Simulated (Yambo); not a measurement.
G0W0@PBEsol for PbI₂ (CdI2 type, space group P-3m1, No. 164) in Yambo. Reference settings: 3×3×2 Γ-centred k mesh, 366 bands and a 7 Ry block in the screening, 366 bands in G with the Bruneval-Gonze terminator, plasmon pole fitted at 27.2 eV. The PBEsol gap A → A on this mesh is 1.46 eV; G0W0 gaps are taken between the same points.

```json
[
 {"change from the reference": "reference settings", "G0W0 gap A → A (eV)": "2.24", "shift of the valence edge (eV)": "-0.71"},
 {"change from the reference": "no terminator", "G0W0 gap A → A (eV)": "2.22", "shift of the valence edge (eV)": "-0.62"},
 {"change from the reference": "230 bands in G", "G0W0 gap A → A (eV)": "2.24", "shift of the valence edge (eV)": "-0.70"},
 {"change from the reference": "128 bands in G", "G0W0 gap A → A (eV)": "2.24", "shift of the valence edge (eV)": "-0.64"},
 {"change from the reference": "pole fitted at 55 eV", "G0W0 gap A → A (eV)": "2.30", "shift of the valence edge (eV)": "-0.81"},
 {"change from the reference": "2 Ry block", "G0W0 gap A → A (eV)": "1.91", "shift of the valence edge (eV)": "-0.29"},
 {"change from the reference": "no random integration", "G0W0 gap A → A (eV)": "2.22", "shift of the valence edge (eV)": "-0.53"},
 {"change from the reference": "3 Ry block", "G0W0 gap A → A (eV)": "?", "shift of the valence edge (eV)": "-0.50"}
]
```

Estimate the withheld gaps from the other rows; the computed values follow.


- 3 Ry block, G0W0 gap A → A (eV): 2.08

The reference isn't shown to be the converged limit.

The standard potential for Pb keeps a d shell in the valence without the s and p states of that shell. In tests on such compounds this moved G0W0 gaps by up to about 0.9 eV, so absolute quasiparticle energies here are unreliable; differences between settings are what counts.

Spin-orbit coupling is included.

Geometry of the Materials Project entry, not relaxed at this level; primitive cell a = 4.613 Å, b = 4.613 Å, c = 7.257 Å, α = 90.00°, β = 90.00°, γ = 120.00°.

A shift is the quasiparticle energy of the state minus its PBEsol energy.
